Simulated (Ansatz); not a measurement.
SnSe:
```cif
data_Se4Sn4
_chemical_formula_sum 'Se4 Sn4'
_space_group_name_H-M_alt 'Pnma'
_space_group_IT_number 62
_space_group_name_Hall '-P 2ac 2n'
_cell_length_a 11.33446
_cell_length_b 4.11829
_cell_length_c 4.31170
_cell_angle_alpha 90.000
_cell_angle_beta 90.000
_cell_angle_gamma 90.000
loop_
_atom_site_label
_atom_site_type_symbol
_atom_site_symmetry_multiplicity
_atom_site_Wyckoff_symbol
_atom_site_fract_x
_atom_site_fract_y
_atom_site_fract_z
_atom_site_occupancy
Se1 Se 4 c 0.35767 0.25000 0.02425 1
Sn1 Sn 4 c 0.11771 0.25000 0.09403 1
```

Relaxed at zero pressure with plane-wave PAW LDA (Ansatz code).

Q: The volume is raised by 9 % and shape and atoms relax at that volume. What pressure results, and how do the axes share the change?

A: -2.6 GPa; a 3.0 %, b 1.0 %, c 4.8 %; the energy rises by 20 meV/atom.

Q: Give the new structure.

A: 
Space group Pnma (No. 62); a = 11.6708 Å, b = 4.1583 Å, c = 4.5204 Å, α = 90.00°, β = 90.00°, γ = 90.00°

| atom | site | symmetry | x | y | z |
|---|---|---|---|---|---|
| Se | 4c | .m. | 0.3547 | 0.2500 | 0.0257 |
| Sn | 4c | .m. | 0.1214 | 0.2500 | 0.1195 |

The phase is kept; no other phase was compared at this pressure.

The cell was relaxed with LDA under the symmetry of its start; of distortions, only those at the zone centre were tested. A crystal of weakly bound layers computed without a dispersion correction: the cell and the soft elastic constants depend strongly on that. Scalar-relativistic: spin–orbit coupling is off unless named, which matters more the heavier the elements.

Potentials: the later of the program's two PAW sets.
